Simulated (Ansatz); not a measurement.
B4C:
```xyz
15
Lattice="2.8160 1.6258 4.0250 -2.8160 1.6258 4.0250 0.0000 -3.2516 4.0250" Properties=species:S:1:pos:R:3 pbc="T T T"
B     -1.4023    -0.8096     7.7334
B      1.4023     0.8096     4.3417
B      1.4023    -0.8096     7.7334
B     -1.4023     0.8096     4.3417
B      0.0000     1.6192     7.7334
B      0.0000    -1.6192     4.3417
B     -0.9119    -0.5265    10.7000
B      0.9119     0.5265     1.3750
B      0.9119    -0.5265    10.7000
B     -0.9119     0.5265     1.3750
B      0.0000     1.0530    10.7000
B      0.0000    -1.0530     1.3750
C      0.0000     0.0000     7.3629
C      0.0000     0.0000     4.7122
C      0.0000     0.0000     6.0375
```

Relaxed with r²SCAN.

### Question
Give the optical modes at the zone centre with their infrared and Raman activity from DFPT, DFT-r²SCAN in the program Ansatz with PAW potentials.

### Answer
Transverse frequencies, without the LO–TO term; a row sums one degenerate level.

| ω (cm⁻¹) | degeneracy | IR ((D/Å)²/amu) | Raman (Å⁴/amu) | activity |
|---|---|---|---|---|
| 440 | 1 | 2.31 | 0 | IR |
| 491 | 1 | 0.00 | 0 | silent |
| 494 | 2 | 0.00 | 110 | Raman |
| 509 | 2 | 0.34 | 0 | IR |
| 534 | 2 | 0.00 | 1.3 | Raman |
| 536 | 2 | 0.02 | 0 | IR |
| 583 | 1 | 0.00 | 0 | silent |
| 626 | 2 | 0.42 | 0 | IR |
| 695 | 1 | 0.00 | 170 | Raman |
| 716 | 1 | 0.46 | 0 | IR |
| 724 | 2 | 6.00 | 0 | IR |
| 752 | 2 | 0.00 | 370 | Raman |
| 760 | 1 | 0.00 | 2000 | Raman |
| 792 | 2 | 1.85 | 0 | IR |
| 797 | 2 | 0.00 | 61 | Raman |
| 817 | 2 | 10.15 | 0 | IR |
| 818 | 2 | 0.00 | 1.6 | Raman |
| 824 | 1 | 0.00 | 0 | silent |
| 853 | 1 | 26.31 | 0 | IR |
| 865 | 1 | 0.00 | 0 | silent |
| 903 | 1 | 0.50 | 0 | IR |
| 981 | 2 | 0.00 | 470 | Raman |
| 990 | 1 | 0.00 | 2000 | Raman |
| 994 | 2 | 28.09 | 0 | IR |
| 1081 | 2 | 0.00 | 340 | Raman |
| 1088 | 1 | 0.00 | 1700 | Raman |
| 1165 | 1 | 0.00 | 5400 | Raman |
| 1726 | 1 | 89.51 | 0 | IR |

### Question
How high does the top mode go among those that the LO–TO term moves?

### Answer
1014 cm⁻¹ for q along x, 1014 cm⁻¹ for q along y, 1783 cm⁻¹ for q along z.

Space group R-3m. The workflow started from a Materials Project entry (that database holds measured and hypothetical structures alike); the Crystallography Open Database copy checked does not list it. Its standing as an ambient phase is unchecked. The cell was relaxed with r²SCAN under the symmetry of its start; its stability against distortions is not shown here.

Potentials: the earlier of the program's two PAW sets. The files were generated under PBE; for other functionals the program regenerates the frozen cores, and for LDA and PBEsol the local potential too.
